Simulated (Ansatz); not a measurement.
Na3VSO3 — S-33 NMR of the central transition

Cell: a Materials Project structure (computed, not necessarily an observed phase), taken as it stands.

```cif
data_Na3VSO3
_symmetry_space_group_name_H-M 'R3c:H'
_symmetry_Int_Tables_number 161
_cell_length_a 8.6648
_cell_length_b 8.6648
_cell_length_c 12.3765
_cell_angle_alpha 90.000
_cell_angle_beta 90.000
_cell_angle_gamma 120.000
loop_
_atom_site_label
_atom_site_type_symbol
_atom_site_symmetry_multiplicity
_atom_site_Wyckoff_symbol
_atom_site_fract_x
_atom_site_fract_y
_atom_site_fract_z
Na Na 18 b 0.3073 0.3054 0.3992
V V 6 a 0.0000 0.0000 0.6816
S S 6 a 0.0000 0.0000 0.4999
O O 18 b 0.8123 0.8089 0.7250
```

One atom of each set is listed; the run and its k-mesh use a cell of 16 atoms with edges of 6.48, 6.48, 6.48 Å.

Method: Kohn–Sham DFT in Ansatz, PBE, plane waves and PAW, scalar-relativistic, 420 eV cutoff, Γ-centred 4×4×4 k-points, Fermi–Dirac smearing 0.02 eV.

S-33 has I = 3/2 and Q = -69.40 mb (Pyykkö 2018); at 16.4 T its Larmor frequency is ν₀ = 53.7 MHz. Only the quadrupole interaction is simulated: positions count from each site's isotropic chemical shift, and shift anisotropy, dipolar and J coupling are left out.

Q: Simulate the second-order pattern (static powder, Gaussian broadening 8 kHz) of site S (1 V at 2.25 Å; also 6 Na at 2.93–3.11 Å).

A: The calculation gives C_Q = -7.55 MHz and η = 0.00, so ν_Q = 3.78 MHz and the centre of gravity lies at -496 ppm (-26.6 kHz).

```
offset (kHz)  height
       -97.7       2
       -93.7      19
       -89.7      71
       -85.7     100
       -81.6      80
       -77.6      61
       -73.6      51
       -69.6      45
       -65.6      42
       -61.6      39
       -57.5      37
       -53.5      35
       -49.5      34
       -45.5      33
       -41.5      32
       -37.5      31
       -33.4      30
       -29.4      30
       -25.4      29
       -21.4      29
       -17.4      29
       -13.4      29
        -9.3      29
        -5.3      29
        -1.3      27
         2.7      24
         6.7      23
        10.7      24
        14.7      25
        18.8      26
        22.8      27
        26.8      29
        30.8      32
        34.8      36
        38.8      43
        42.9      57
        46.9      71
        50.9      50
        54.9      14
        58.9       1
```

An axis of threefold or higher order runs through S, so V_zz lies along it and η is zero.

The largest force is 0.8 eV/Å, so the atoms aren't at the calculated equilibrium and relaxing them would move these values.
